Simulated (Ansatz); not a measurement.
Cs (diamond type), DFT, LDA, all-electron LAPW, scalar-relativistic (Ansatz 0.2.0), on 1 thread of Arm Neoverse V1 (shared host).

Command: `ansatz run input.yaml --threads 1 --pin off --max-ram 2048MiB --backend cpu --events-out ev --progress --plain --runs-dir out`

```yaml
crystal:
  lattice:
    - [0.0, 4.7190193854, 4.7190193854]
    - [4.7190193854, 0.0, 4.7190193854]
    - [4.7190193854, 4.7190193854, 0.0]
  atoms:
    - { symbol: Cs, position: [-0.125, -0.125, -0.125] }
    - { symbol: Cs, position: [0.125, 0.125, 0.125] }
kpoints:
  mp_grid: { grid: [7, 7, 7] }
scf:
  occupations: { method: fermi_dirac, width: 0.08 }
hamiltonian:
  xc: lda
  pseudopotentials: { kind: all_electron, lapw: { basis_error: 0.001 } }
output:
  forces: true
  stress: true
  eigenvalues: true
  populations: true
```

Q: How large is the problem that the program sets up?

A: 20 irreducible k-points, 339 plane waves at Γ, 30 bands.

Q: About how long does it take?

A: 6.8 s of wall time for 7 SCF iterations. Times on shared machines scatter by tens of per cent.
